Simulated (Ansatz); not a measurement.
# GaFe₃ (Fm-3m) under compression and expansion

```xyz
4
Lattice="0.0000 2.8916 2.8916 2.8916 0.0000 2.8916 2.8916 2.8916 0.0000" Properties=species:S:1:pos:R:3 pbc="T T T"
Ga    0.0000    0.0000    0.0000
Fe    2.8916    2.8916    2.8916
Fe    4.3374    4.3374    4.3374
Fe    1.4458    1.4458    1.4458
```

The reference geometry is a structure from the Materials Project; nothing is relaxed.

The runs share PBEsol, 8×8×8 k mesh, Fermi–Dirac smearing of 0.03 eV. PAW means Ansatz 0.2.0 on its default frozen-core files; LAPW is all-electron LAPW in Ansatz 0.2.0. Site moments are integrated in spheres about the atoms, whose radii differ between the methods. Start moments of the first PAW run (μB): Fe2 3, Fe3 3, Fe4 3.

The cell shown is scaled evenly to other volumes, and every spin-polarised run starts from the same moments.

**Question.** Over V/V₀ from 0.66 to 1.25, do the moments collapse, and if so where?

**Answer.** The moments survive down to the smallest volume, V/V₀ = 0.66 at 156 GPa, where the largest is 1.72 μB.
```csv
V/V₀,Å³/atom,M PAW (μB/cell),M LAPW (μB/cell),"largest site moment, PAW (μB)",P PAW (GPa),P LAPW (GPa),"F − F(unpolarised), PAW (meV/atom)"
0.66,7.98,2.63,–,1.72,156.0,–,-64
0.74,8.95,2.93,–,1.94,77.7,–,-101
0.8,9.67,3.09,–,2.07,40.5,–,-129
0.86,10.40,5.29,5.28,2.23,21.5,21.4,-170
0.92,11.12,5.84,5.84,2.37,4.9,4.9,-225
0.96,11.61,6.00,–,2.42,-3.8,–,-262
1,12.09,6.16,6.16,2.43,-10.6,-10.6,-298
1.04,12.57,6.40,–,2.45,-15.5,–,-333
1.1,13.30,7.02,7.03,2.54,-19.6,-19.6,-391
1.25,15.11,7.89,–,2.73,-26.0,–,-539
```

**Question.** Fit a third-order Birch–Murnaghan equation to the PAW pressures of the magnetic runs between 0.85 and 1.11 V₀. What are the zero-pressure volume and bulk modulus, and what do the unpolarised runs give?

**Answer.** V = 11.36 Å³/atom (0.940 V₀), B = 193 GPa, B′ = 5.3, with a worst miss of 0.58 GPa. The unpolarised pressures, 9.7, -7.5, -15.8, -22.3, -27.3, -32.6 GPa at V/V₀ = 0.86, 0.92, 0.96, 1, 1.04, 1.1, give 10.77 Å³/atom and 253 GPa, so the moments change the volume by +5.5 %. Cell shape and inner coordinates are held, so these aren't the relaxed crystal's values unless symmetry fixes them.

The PAW files were made with PBE; the program remakes their cores once for the run's functional and then keeps them frozen. Under strong compression frozen cores are worth checking against an all-electron run. The Ansatz runs typed with the search for lower states off end where their start leads. None of this fixes the real material's magnetic order: only patterns that fit the cell were computed, without spin fluctuations and on one mesh and smearing, with a functional that can overstate moments.
